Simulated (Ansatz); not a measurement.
Nb: frozen-core PAW against all-electron methods

```
Nb
1.0
     0.00000    2.11500    2.15730
     2.11500    0.00000    2.15730
     2.11500    2.11500    0.00000
Nb
1
Cartesian
  0.0000 0.0000 0.0000
```

The cell comes from COD entry 1534903, which wasn't checked; take it as a given geometry. The listed cell was then made from it by scaling, straining or moving an atom.

Levels of theory: DFT, PBEsol, PAW with Ansatz's default frozen-core files, scalar-relativistic (Ansatz 0.2.0); DFT, PBEsol, all-electron PAW with datasets made for the crystal, scalar-relativistic (Ansatz 0.2.0); DFT, PBEsol, all-electron LAPW, scalar-relativistic (Ansatz 0.2.0).

For PAW: a Γ-centred 13×13×13 k mesh, Fermi–Dirac smearing of 0.08 eV, cutoff 420 eV, no spin polarisation; the PAW files were made with PBE, and the program remakes their frozen cores for this functional. The crystal-made all-electron datasets (AE datasets) take a cutoff of 240 eV at this cell. LAPW targets a basis error of 0.25 meV/atom. The Ansatz runs share mesh, smearing and spin set-up. Plane-wave (PAW) pressures include the program's estimate of the Pulay term.

Stress and pressure are positive in compression.

Spin–orbit coupling is left out, which moves gradients at and beside heavy atoms by some per cent and at worst by a factor of two.

In a metal, gradients converge slowly with the k mesh: the values move by tens of per cent from one mesh to another, at times in sign, so only the comparison on one mesh counts.

```csv
quantity,PAW,AE datasets,LAPW
pressure (GPa),-9.60,-9.61,-9.61
stress xx (GPa),-11.09,-11.10,-11.10
stress zz (GPa),-6.61,-6.63,-6.63
field gradient Vzz at Nb (10²¹ V/m²),-1.01,-1.02,–
```
